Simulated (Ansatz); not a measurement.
A relaxed cell of BiPbCl5 is given with its symmetry left out. The cell was found from a structure generator's guess, not taken from experiment.

Theory: Ansatz, DFT PBE, scalar-relativistic, plane waves, PAW. Cutoff 420 eV, Γ-centred mesh, Gaussian smearing, no spin polarisation.

```yaml
crystal:
  lattice:
    - [4.35281, 0.00000, 0.00000]
    - [-0.04951, 6.05719, 0.00000]
    - [-0.00505, -0.42102, 9.11693]
  atoms:
    - { symbol: Bi, position: [0.00078, 0.77799, 0.48810] }
    - { symbol: Pb, position: [0.49847, 0.81994, 0.92961] }
    - { symbol: Cl, position: [0.99772, 0.38987, 0.38305] }
    - { symbol: Cl, position: [0.99753, 0.57251, 0.74657] }
    - { symbol: Cl, position: [0.50047, 0.84118, 0.29726] }
    - { symbol: Cl, position: [0.50183, 0.00739, 0.65744] }
    - { symbol: Cl, position: [0.00320, 0.09112, 0.99797] }
```

Formation energies are uncorrected and refer to the elements' standard structures at the same level (Cl₂ as a molecule).

Task: Find its symmetry and describe it.

Result: P1 (No. 1). Conventional cell: a = 4.353 Å, b = 6.057 Å, c = 9.127 Å, α = 92.6°, β = 90.0°, γ = 90.5°. Bi is surrounded by 1 Cl at 2.50 Å and 5 Cl at 2.72–2.98 Å; Pb has 3 Cl at 2.77–2.79 Å, 2 Cl at 3.08–3.10 Å and 1 Cl at 3.35 Å; Cl on its first site is surrounded by 1 Bi at 2.50 Å; Cl on its second site is surrounded by 1 Bi at 2.72 Å and 2 Pb at 3.08–3.10 Å; 3 more sites not described.

Task: How far does it lie from the elements in energy?

Result: −1.035 eV/atom. A negative formation energy is needed for stability but isn't enough: competing phases decide.

Task: Is it a metal?

Result: No, the gap on the 6×4×4 mesh is 3.23 eV.

The last run used a 6×4×4 mesh (in the run's order of axes) for its 7-atom cell and Gaussian smearing of 0.02 eV. Weakly bound directions are ill-defined at this level, which has no dispersion term. These runs have no spin–orbit coupling, which can matter for Bi and Pb. Kohn–Sham gaps at this level usually fall short of measured ones. The missing spin–orbit coupling can work the other way here. A later test with randomly moved atoms came back to the same energy, though modes that don't fit the test's cell weren't probed.
